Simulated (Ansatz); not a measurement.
Si (diamond)

```
Si
1.0
    0.00000     5.47031     5.47031
    2.73515     0.00000     2.73515
    2.73515     2.73515     0.00000
Si
4
Direct
  0.25000   0.50000   0.50000
  0.75000   0.50000   0.50000
  0.37500   0.75000   0.75000
  0.87500   0.75000   0.75000
```

The atoms are displaced by Q × the pattern below (from a DFPT mode at L = (0.5, 0.0, 0.0), largest move 1; Q in Å), at fixed cell. (q is in reciprocal vectors of the primitive cell; the cell shown is doubled to hold the pattern.)

```json
[
 {"atom": "Si1", "x": "-0.577", "y": "0.577", "z": "0.577"},
 {"atom": "Si2", "x": "0.577", "y": "-0.577", "z": "-0.577"},
 {"atom": "Si3", "x": "-0.577", "y": "0.577", "z": "0.577"},
 {"atom": "Si4", "x": "0.577", "y": "-0.577", "z": "-0.577"}
]
```

Computed with PBE (plane waves to 420 eV, PAW, scalar-relativistic; Ansatz, a program for electronic structure). k mesh 5×10×10 (Γ-centred), Fermi-Dirac smearing 0.05 eV. Energies are smeared free energies. As the smearing reaches across the gap at some points, energies and forces of such displacements shift with the k mesh and the smearing. Si was relaxed with its symmetry unable to fall. The zero of ΔE is the undisplaced structure.

Successive frames, forces in eV/Å:

```json
[
 {"frame": "Q = -0.280 Å", "ΔE (meV/cell)": "3558", "F on Si1": "(-8.458, 8.458, 8.458)", "F on Si2": "(1.116, -1.116, -1.116)", "F on Si3": "(-1.116, 1.116, 1.116)", "F on Si4": "(8.458, -8.458, -8.458)"},
 {"frame": "Q = -0.233 Å", "ΔE (meV/cell)": "2248", "F on Si1": "(-5.729, 5.729, 5.729)", "F on Si2": "(1.048, -1.048, -1.048)", "F on Si3": "(-1.048, 1.048, 1.048)", "F on Si4": "(5.729, -5.729, -5.729)"},
 {"frame": "Q = -0.187 Å", "ΔE (meV/cell)": "1328", "F on Si1": "(-3.744, 3.744, 3.744)", "F on Si2": "(0.955, -0.955, -0.955)", "F on Si3": "(-0.955, 0.955, 0.955)", "F on Si4": "(3.744, -3.744, -3.744)"},
 {"frame": "Q = -0.140 Å", "ΔE (meV/cell)": "701", "F on Si1": "(-2.306, 2.306, 2.306)", "F on Si2": "(0.825, -0.825, -0.825)", "F on Si3": "(-0.825, 0.825, 0.825)", "F on Si4": "(2.306, -2.306, -2.306)"}
]
```

### Question
What are the energy and the forces in the next frame, Q = -0.093 Å?

### Answer
ΔE (meV/cell) = 298.

| atom | Fx | Fy | Fz |
|---|---|---|---|
| Si1 | -1.270 | 1.270 | 1.270 |
| Si2 | 0.639 | -0.639 | -0.639 |
| Si3 | -0.639 | 0.639 | 0.639 |
| Si4 | 1.270 | -1.270 | -1.270 |

(A displaced cell: forces are minus the slopes of the energy, force constants its curvatures, and phonons follow from these.)
